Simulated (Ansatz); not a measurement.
An Ansatz input and the part of its output that reports the observables at the nuclei.

The cell is a COD entry, relaxed with PBE at fixed cell and then changed (volume scaled by 0.96, ions relaxed).

```yaml
crystal:
  lattice:
    - [2.1954221868, 1.2675275905, 13.7739621376]
    - [-2.1954221868, 1.2675275905, 13.7739621376]
    - [0.0, -2.535055181, 13.7739621376]
  atoms:
    - { symbol: Bi, position: [0.7141717231, 0.7141717231, 0.7141717231] }
    - { symbol: Bi, position: [0.2858282769, 0.2858282769, 0.2858282769] }
    - { symbol: Bi, position: [0.1466993084, 0.1466993084, 0.1466993084] }
    - { symbol: Bi, position: [0.8533006916, 0.8533006916, 0.8533006916] }
    - { symbol: Te, position: [0.0, 0.0, 0.0] }
    - { symbol: Te, position: [0.4218817704, 0.4218817704, 0.4218817704] }
    - { symbol: Te, position: [0.5781182296, 0.5781182296, 0.5781182296] }
kpoints:
  mp_grid: { grid: [12, 12, 12] }
scf:
  occupations: { method: fermi_dirac, width: 0.05 }
hamiltonian:
  xc: pbe
  pseudopotentials: { kind: paw }
output:
  forces: true
  stress: true
  populations: true
  efg: { quadrupole_moments_barn: { Bi: -0.516 }, contact_densities: true }
relax:
  f_tol: 0.02
  max_steps: 60
```

```sh
ansatz run input.yaml --threads 1 --pin off --max-ram 3072MiB --backend cpu --events-out ev --progress --plain --runs-dir out
```

The run relaxes the ions first, and the block belongs to the relaxed positions.

Of the output, the block on the nuclei alone is shown; the set-up, the SCF iterations, energies, forces and stress are cut. One atom of each set with nearly equal values is shown.

```
--- PAW observables at the nuclei: V_zz in 10²¹ V/m², potentials from the cell's mean, atoms counted from 1 ---
  atom   1  Bi V_zz =    +2.253704   η = 0.0000   by run symmetry: allowed   C_q = -28.1191 MHz
            electrostatic potential = -17830.047012 V   contact ρ = 17906587.425202 e/Å³
  atom   3  Bi V_zz =    +6.697081   η = 0.0000   by run symmetry: allowed   C_q = -83.5583 MHz
            electrostatic potential = -17830.948166 V   contact ρ = 17906357.225463 e/Å³
  atom   5  Te V_zz =    +7.735359   η = 0.0000   by run symmetry: allowed
            electrostatic potential = -8650.067663 V   contact ρ = 1468745.950754 e/Å³
  atom   6  Te V_zz =    +0.962369   η = 0.0000   by run symmetry: allowed
            electrostatic potential = -8649.895651 V   contact ρ = 1468760.104249 e/Å³
```

The relaxation (4 steps) took 7.5 min of wall time (7.3 min of CPU time) and 2.3 GiB at its peak, on 1 thread of Intel Xeon Platinum 8259CL CPU @ 2.50GHz (Skylake/Cascade Lake) (x86_64; 16 cores open to the job, memory cap 3.0 GiB, no GPU), a shared host with a load of 0.5 a core.

Spin–orbit coupling is left out, which shifts gradients on Bi by a few per cent in wide-gap crystals, and can shift them far more where the calculated gap is small or absent, as here. With a gap of 0.13 eV under a smearing of 0.05 eV the band edges are partly filled, so small gradients can hang on the smearing and the k-mesh.
